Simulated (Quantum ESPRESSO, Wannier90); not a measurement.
**Rh (fcc (Cu type)), plane waves to Wannier functions**

Cell from Materials Project (mp-74), symmetrised, no further relaxation. This is the element's usual structure. Method: PBEsol plane waves in Quantum ESPRESSO 7.5 (PseudoDojo norm-conserving files, 71 Ry, no spin polarisation, no spin-orbit coupling), Bloch states on a 12×12×12 mesh through Γ, Wannier90 4.0.1. Density: 18×18×18 mesh, cold smearing 0.01 Ry.

On the energy scale of pw.x, whose zero is arbitrary, the Fermi level lies at 22.46 eV.

Input w.win:

```
num_bands = 3
num_wann = 3
exclude_bands = 1,5-21
num_iter = 800
conv_tol = 1.0e-7
conv_window = 4
write_hr = true
write_u_matrices = true
auto_projections = true
begin unit_cell_cart
ang
    0.0000000000    1.9029850000    1.9029850000
    1.9029850000    0.0000000000    1.9029850000
    1.9029850000    1.9029850000    0.0000000000
end unit_cell_cart
begin atoms_frac
Rh   0.0000000000  0.0000000000  0.0000000000
end atoms_frac
mp_grid = 12 12 12
begin kpoints
0.0000000000 0.0000000000 0.0000000000
0.0000000000 0.0000000000 0.0833333333
0.0000000000 0.0000000000 0.1666666667
... (1725 more lines: the 12x12x12 mesh through Gamma)
end kpoints
```

Input of pw2wannier90.x that gives the overlap and projection files (equivalent; here they were cut from one run over all bands):

```
&inputpp
  outdir = './out'
  prefix = 'pwscf'
  seedname = 'w'
  write_amn = .true.
  write_mmn = .true.
  atom_proj = .true.
  atom_proj_exclude = 1 5 6 7 8 9 10
/
```

Output w.wout (banner and timings cut):

```
                                    ------
                                    SYSTEM
                                    ------

                              Lattice Vectors (Ang)
                    a_1     0.000000   1.902985   1.902985
                    a_2     1.902985   0.000000   1.902985
                    a_3     1.902985   1.902985   0.000000

                   Unit Cell Volume:      13.78276  (Ang^3)

                        Reciprocal-Space Vectors (Ang^-1)
                    b_1    -1.650876   1.650876   1.650876
                    b_2     1.650876  -1.650876   1.650876
                    b_3     1.650876   1.650876  -1.650876

 *----------------------------------------------------------------------------*
 |   Site       Fractional Coordinate          Cartesian Coordinate (Ang)     |
 +----------------------------------------------------------------------------+
 | rh   1   0.00000   0.00000   0.00000   |    0.00000   0.00000   0.00000    |
 *----------------------------------------------------------------------------*
                                ------------
                                K-POINT GRID
                                ------------

             Grid size = 12 x 12 x 12      Total points = 1728

 *---------------------------------- MAIN ------------------------------------*
 |  Number of Wannier Functions               :                 3             |
 |  Number of Objective Wannier Functions     :                 3             |
 |  Number of input Bloch states              :                 3             |
 |  Output verbosity (1=low, 5=high)          :                 1             |
 |  Timing Level (1=low, 5=high)              :                 1             |
 |  Optimisation (0=memory, 3=speed)          :                 3             |
 |  Length Unit                               :               Ang             |
 |  Post-processing setup (write *.nnkp)      :                 F             |
 |  Using Gamma-only branch of algorithms     :                 F             |
 *----------------------------------------------------------------------------*
 *------------------------------- WANNIERISE ---------------------------------*
 |  Total number of iterations                :               800             |
 |  Number of CG steps before reset           :                 5             |
 |  Trial step length for line search         :             2.000             |
 |  Convergence tolerence                     :         0.100E-06             |
 |  Convergence window                        :                 4             |
 |  Iterations between writing output         :                 1             |
 |  Iterations between backing up to disk     :               100             |
 |  Write r^2_nm to file                      :                 F             |
 |  Write xyz WF centres to file              :                 F             |
 |  Write on-site energies <0n|H|0n> to file  :                 F             |
 |  Use guiding centre to control phases      :                 F             |
 |  Use phases for initial projections        :                 F             |
 *----------------------------------------------------------------------------*
 *-------------------------------- PLOTTING ----------------------------------*
 |  Plotting Hamiltonian in WF basis          :                 T             |
 *----------------------------------------------------------------------------*

 *---------------------------------- K-MESH ----------------------------------*
 +----------------------------------------------------------------------------+
 |                    Distance to Nearest-Neighbour Shells                    |
 |                    ------------------------------------                    |
 |          Shell             Distance (Ang^-1)          Multiplicity         |
 |          -----             -----------------          ------------         |
 |             1                   0.238283                      8            |
 |             2                   0.275146                      6            |
 |             3                   0.389115                     12            |
 |             4                   0.456278                     24            |
 |             5                   0.476567                      8            |
 |             6                   0.550292                      6            |
 |             7                   0.599667                     24            |
 |             8                   0.615245                     24            |
       ... (lines left out)
 +----------------------------------------------------------------------------+
 | The b-vectors are chosen automatically                                     |
 | The following shells are used:                       1                     |
 +----------------------------------------------------------------------------+
 |                        Shell   # Nearest-Neighbours                        |
 |                        -----   --------------------                        |
 |                          1               8                                 |
 +----------------------------------------------------------------------------+
 | Completeness relation is fully satisfied [Eq. (B1), PRB 56, 12847 (1997)]  |
 +----------------------------------------------------------------------------+
 |                  b_k Vectors (Ang^-1) and Weights (Ang^2)                  |
 |                  ----------------------------------------                  |
 |            No.         b_k(x)      b_k(y)      b_k(z)        w_b           |
 |            ---        --------------------------------     --------        |
 |             1         0.137573    0.137573   -0.137573     6.604554        |
 |             2         0.137573   -0.137573    0.137573     6.604554        |
 |             3        -0.137573    0.137573    0.137573     6.604554        |
 |             4         0.137573    0.137573    0.137573     6.604554        |
 |             5        -0.137573   -0.137573    0.137573     6.604554        |
 |             6        -0.137573    0.137573   -0.137573     6.604554        |
 |             7         0.137573   -0.137573   -0.137573     6.604554        |
 |             8        -0.137573   -0.137573   -0.137573     6.604554        |
 +----------------------------------------------------------------------------+
 |                           b_k Directions (Ang^-1)                          |
 |                           -----------------------                          |
 |            No.           x           y           z                         |
 |            ---        --------------------------------                     |
 |             1         0.137573    0.137573   -0.137573                     |
 |             2         0.137573   -0.137573    0.137573                     |
 |             3        -0.137573    0.137573    0.137573                     |
 |             4         0.137573    0.137573    0.137573                     |
 +----------------------------------------------------------------------------+

 Starting a new Wannier90 calculation ...

 Reading overlaps from w.mmn

 Reading projections from w.amn

 *------------------------------- WANNIERISE ---------------------------------*
 +--------------------------------------------------------------------+<-- CONV
 | Iter  Delta Spread     RMS Gradient      Spread (Ang^2)            |<-- CONV
 +--------------------------------------------------------------------+<-- CONV

 ------------------------------------------------------------------------------
 Initial State
  WF centre and spread    1  (  0.000000,  0.000000, -0.000000 )     0.37707735
  WF centre and spread    2  ( -0.000000, -0.000000,  0.000000 )     0.37707735
  WF centre and spread    3  ( -0.000000, -0.000000, -0.000000 )     0.37707735
  Sum of centres and spreads ( -0.000000, -0.000000,  0.000000 )     1.13123205

      0     0.113E+01     0.0000000000        1.1312320530  <-- CONV
        O_D=      0.0000000 O_OD=      0.0006556 O_TOT=      1.1312321 <-- SPRD
 ------------------------------------------------------------------------------
      1    -0.111E-13     0.0000010804        1.1312320530  <-- CONV
        O_D=      0.0000000 O_OD=      0.0006556 O_TOT=      1.1312321 <-- SPRD
      2    -0.220E-13     0.0000010798        1.1312320530  <-- CONV
        O_D=      0.0000000 O_OD=      0.0006556 O_TOT=      1.1312321 <-- SPRD
      3    -0.331E-13     0.0000010784        1.1312320530  <-- CONV
        O_D=      0.0000000 O_OD=      0.0006556 O_TOT=      1.1312321 <-- SPRD
      4    -0.437E-13     0.0000010765        1.1312320530  <-- CONV
        O_D=      0.0000000 O_OD=      0.0006556 O_TOT=      1.1312321 <-- SPRD
             <<<     Delta < 1.000E-07  over  4 iterations     >>>
             <<< Wannierisation convergence criteria satisfied >>>
 Final State
  WF centre and spread    1  (  0.000000,  0.000000, -0.000000 )     0.37707735
  WF centre and spread    2  ( -0.000000, -0.000000,  0.000000 )     0.37707735
  WF centre and spread    3  ( -0.000000, -0.000000, -0.000000 )     0.37707735
  Sum of centres and spreads ( -0.000000, -0.000000,  0.000000 )     1.13123205

         Spreads (Ang^2)       Omega I      =     1.130576461
        ================       Omega D      =     0.000000000
                               Omega OD     =     0.000655592
    Final Spread (Ang^2)       Omega Total  =     1.131232053
```
